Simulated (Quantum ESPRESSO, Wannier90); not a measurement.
**Tight-binding from DFT: BeS (zinc blende)**

```xyz
2
Lattice="0.0000 2.4352 2.4352 2.4352 0.0000 2.4352 2.4352 2.4352 0.0000" Properties=species:S:1:pos:R:3 pbc="T T T"
Be     0.0000     0.0000     0.0000
S      1.2176     1.2176     1.2176
```

Materials Project entry mp-422; symmetrised, unrelaxed at this level. COD (Crystallography Open Database) has an entry of this formula and space group (matched by these alone). Method: PBEsol plane waves in Quantum ESPRESSO 7.5 (PseudoDojo norm-conserving files, 71 Ry, no spin polarisation, no spin-orbit coupling), Bloch states on a 12×12×12 mesh through Γ, Wannier90 4.0.1. Density: 12×12×12 mesh, cold smearing 0.01 Ry.

Band 2 is isolated and gives one Wannier function a cell (S2 3s 84 %, Be1 2s 14 %; spread 1.20 Å²). Its on-site energy is ε = -12.089 eV relative to the valence-band maximum, and its hoppings t(R) = t(−R) to the nearer images are (images within this range that aren't listed have |t| under 5 meV):

| R (lattice vectors; −R alike) | distance (Å) | t (eV) |
|---|---|---|
| 0 0 1 | 3.44 | -0.147 |
| 0 1 -1 | 3.44 | -0.147 |
| 0 1 0 | 3.44 | -0.147 |
| 1 -1 0 | 3.44 | -0.147 |
| 1 0 -1 | 3.44 | -0.147 |
| 1 0 0 | 3.44 | -0.147 |
| 0 1 -2 | 5.96 | 0.009 |
| 0 1 1 | 5.96 | 0.009 |
| 0 2 -1 | 5.96 | 0.009 |
| 1 -2 0 | 5.96 | 0.009 |
| 1 -2 1 | 5.96 | 0.009 |
| 1 0 -2 | 5.96 | 0.009 |
| 1 0 1 | 5.96 | 0.009 |
| 1 1 -2 | 5.96 | 0.009 |
| 1 1 0 | 5.96 | 0.009 |
| 2 -1 -1 | 5.96 | 0.009 |
| 2 -1 0 | 5.96 | 0.009 |
| 2 0 -1 | 5.96 | 0.009 |

Question: Work out the band energy at Γ, X, U, K from these numbers.

Answer: For one orbital E(k) = ε + Σ_R 2 t(R) cos(2π k·R), the sum over the listed R.
- Γ, k = (0.000, 0.000, 0.000): E = -12.089 + (-0.147)·(12.00) + (0.009)·(24.00) = -13.64 eV; pw.x: -13.63 eV
- X, k = (-0.500, -0.500, 0.000): E = -12.089 + (-0.147)·(-4.00) + (0.009)·(-8.00) = -11.57 eV; pw.x: -11.50 eV
- U, k = (-0.375, -0.375, 0.250): E = -12.089 + (-0.147)·(-3.66) + (0.009)·(4.00) = -11.52 eV; pw.x: -11.51 eV
- K, k = (-0.375, 0.000, 0.375): E = -12.089 + (-0.147)·(-3.66) + (0.009)·(4.00) = -11.52 eV; pw.x: -11.51 eV

At these points the listed shells miss the plane-wave band by up to 0.08 eV, of a width of 2.19 eV on the path. With all its hoppings the model misses the band by 0.1 meV at worst on the whole path, so most of the miss comes from the hoppings not listed.
